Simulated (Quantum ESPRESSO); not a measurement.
```cif
data_B2Li2Mg2N4
_chemical_formula_sum 'Li2 B2 N4 Mg2'
_space_group_name_H-M_alt 'I-4m2'
_space_group_IT_number 119
_space_group_name_Hall 'I -4 -2'
_cell_length_a 3.81931
_cell_length_b 3.81931
_cell_length_c 8.88704
_cell_angle_alpha 90.000
_cell_angle_beta 90.000
_cell_angle_gamma 90.000
loop_
_atom_site_label
_atom_site_type_symbol
_atom_site_symmetry_multiplicity
_atom_site_Wyckoff_symbol
_atom_site_fract_x
_atom_site_fract_y
_atom_site_fract_z
_atom_site_occupancy
Li1 Li 2 d 0.50000 0.00000 0.25000 1
B1 B 2 b 0.00000 0.00000 0.50000 1
N1 N 4 e 0.00000 0.00000 0.34874 1
Mg1 Mg 2 c 0.00000 0.50000 0.25000 1
```
(The calculation used a cell of 5 atoms; values per cell refer to that cell.)

The geometry is that of Materials Project entry mp-1222299, symmetrised and not relaxed again.

What does norm-conserving PBEsol (Quantum ESPRESSO, 84 Ry, scalar-relativistic) give for the electronic structure near the Fermi level?

The PBEsol gap is indirect, 2.48 eV, from Z to Γ; the smallest direct gap is 3.39 eV. 

The structure is a Materials Project entry; no match was found in the copy of COD used, and its stability was not checked.
